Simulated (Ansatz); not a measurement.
# From three elastic constants to directional properties of BeCo

Theory: Ansatz, DFT LDA, scalar-relativistic, plane waves, PAW. Cutoff 420 eV, 16×16×16 k-points (Γ-centred), Gaussian smearing of 0.20 eV. Collinear spin, site moments 0.0, 0.2 μB.

Equilibrium structure at this level:
```cif
data_structure
_symmetry_space_group_name_H-M 'P 1'
_symmetry_Int_Tables_number 1
_cell_length_a 2.5377
_cell_length_b 2.5377
_cell_length_c 2.5377
_cell_angle_alpha 90.000
_cell_angle_beta 90.000
_cell_angle_gamma 90.000
_cell_volume 16.34
loop_
_atom_site_label
_atom_site_type_symbol
_atom_site_fract_x
_atom_site_fract_y
_atom_site_fract_z
_atom_site_occupancy
Be1 Be 0.00000 0.00000 0.00000 1
Co1 Co 0.50000 0.50000 0.50000 1
```

In a metal, frequencies and elastic constants depend on the k mesh and the smearing, soft modes and shear constants most.

With ions relaxed, on the cubic axes: C11 = 364.5, C12 = 161.4, C44 = 170.7 GPa. The density is 6.904 g/cm³.

Question: Is the crystal stable against strain, and how anisotropic is it?

Answer: Born's conditions hold: C11 + 2C12 = 687.2, C11 − C12 = 203.1 and C44 = 170.7 GPa are all positive. B = (C11 + 2C12)/3 = 229.1 GPa. The two shear moduli are C44 and C′ = (C11 − C12)/2 = 101.6 GPa, so Zener's ratio is A = C44/C′ = 1.68: the tetragonal shear C′ is the soft one, as in many fcc and bcc metals and zincblende crystals. The Cauchy pressure C12 − C44 is -9.3 GPa; it would vanish for pair forces between atoms on inversion centres at zero pressure, and here it is small.

Question: Give the sound speeds along the three symmetry directions.

Answer: The Christoffel equation gives ρv² for each branch:
```
direction branch                    ρv²    GPa v (m/s)
    [100]              L                    C11  364.5     7266
    [100]         T (×2) C44  170.7     4972
    [110]              L   (C11 + C12 + 2C44)/2  433.6     7925
    [110]   T, u ∥ [001]                    C44  170.7     4972
    [110]  T, u ∥ [1-10]          (C11 − C12)/2  101.6     3836
    [111]              L  (C11 + 2C12 + 4C44)/3  456.6     8133
    [111]         T (×2) (C11 − C12 + C44)/3  124.6     4248
```

Question: How does Young's modulus depend on direction?

Answer: Inverting gives S11 = 3.767, S12 = -1.156, S44 = 5.860 TPa⁻¹. Along a unit vector (l, m, n), 1/E = S11 − 2(S11 − S12 − S44/2)(l²m² + m²n² + n²l²), where the last bracket is 0, 1/4 and 1/3 for [100], [110] and [111]: E = 265, 361 and 410 GPa. With A > 1 the body diagonal is stiffest. For a film on (001), the biaxial modulus is C11 + C12 − 2C12²/C11 = 383 GPa and the normal strain is −2C12/C11 = -0.89 times the in-plane one.